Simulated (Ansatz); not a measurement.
CaGaC₂N₂, before and after

Recipe of this trial structure of CaGaC₂N₂: packed cyanide-bridged chains (P-1, No. 2). Lengths were set from tabulated atomic sizes, so they are only a guess.

start.cif

```cif
data_structure
_symmetry_space_group_name_H-M 'P-1'
_symmetry_Int_Tables_number 2
_cell_length_a 3.5295
_cell_length_b 3.7245
_cell_length_c 9.8307
_cell_angle_alpha 82.436
_cell_angle_beta 82.337
_cell_angle_gamma 62.815
_cell_volume 113.56
loop_
_atom_site_label
_atom_site_type_symbol
_atom_site_symmetry_multiplicity
_atom_site_Wyckoff_symbol
_atom_site_fract_x
_atom_site_fract_y
_atom_site_fract_z
_atom_site_occupancy
Ca1 Ca 1 h 0.50000 0.50000 0.50000 1
Ga1 Ga 1 a 0.00000 0.00000 0.00000 1
C1 C 2 i 0.17968 0.82032 0.82032 1
N1 N 2 i 0.29056 0.70944 0.70944 1
```

Computed with Ansatz 0.2.0, DFT PBE, scalar-relativistic, plane waves, PAW. Cutoff 420 eV, Gaussian smearing, Γ-centred meshes. Cell and atoms relax first on a coarse mesh and then on a finer one. In between, the cell is made exact in the group found at 0.06 Å. In metals the finer mesh still leaves noise of several meV/atom or more. The steps can't lower the symmetry of their start. No spin polarisation in the relaxation; trial moments died out in a coarse test.

end.cif

```cif
data_structure
_symmetry_space_group_name_H-M 'P-1'
_symmetry_Int_Tables_number 2
_cell_length_a 3.6917
_cell_length_b 3.7036
_cell_length_c 9.9351
_cell_angle_alpha 80.092
_cell_angle_beta 80.264
_cell_angle_gamma 60.162
_cell_volume 115.52
loop_
_atom_site_label
_atom_site_type_symbol
_atom_site_symmetry_multiplicity
_atom_site_Wyckoff_symbol
_atom_site_fract_x
_atom_site_fract_y
_atom_site_fract_z
_atom_site_occupancy
Ca1 Ca 1 g 0.00000 0.50000 0.50000 1
Ga1 Ga 1 a 0.00000 0.00000 0.00000 1
C1 C 2 i 0.74773 0.23355 0.25238 1
N1 N 2 i 0.70389 0.20495 0.37565 1
```

The symmetry stays P-1 (No. 2). The volume per atom grows by 1.7 %, from 18.9 to 19.3 Å³. The shortest distance goes from 1.17 Å (C–N) to 1.20 Å (C–N). The energy falls by about 0.45 eV/atom (the start's value is from the coarse mesh). The end is written in a standard setting, so origin, axes and order of atoms can differ from the start's.

* Volume per atom: 19.25 Å³
* Density: 2.33 g/cm³
* Energy over the elements: +0.06 eV/atom
* Gap on the 12×12×4 mesh of the 6-atom cell: 0 eV (a metal)

Energies over the elements count from the elements' standard structures at the same level (N₂ as a molecule), with no fitted energy shifts. It can't be a ground state, since the elements alone are lower.

The last run used Gaussian smearing of 0.10 eV. An odd number of electrons in the primitive cell allows no gap without spin; a larger cell or a magnetic state could open one. The reference form of C is held partly by dispersion forces, which this level lacks. Symmetry constrained the relaxation, so the result can be a saddle point. In all, the 3 runs took 5.9 min on 1 thread of AMD EPYC 9R45 96-Core Processor (Zen 5) (shared host).
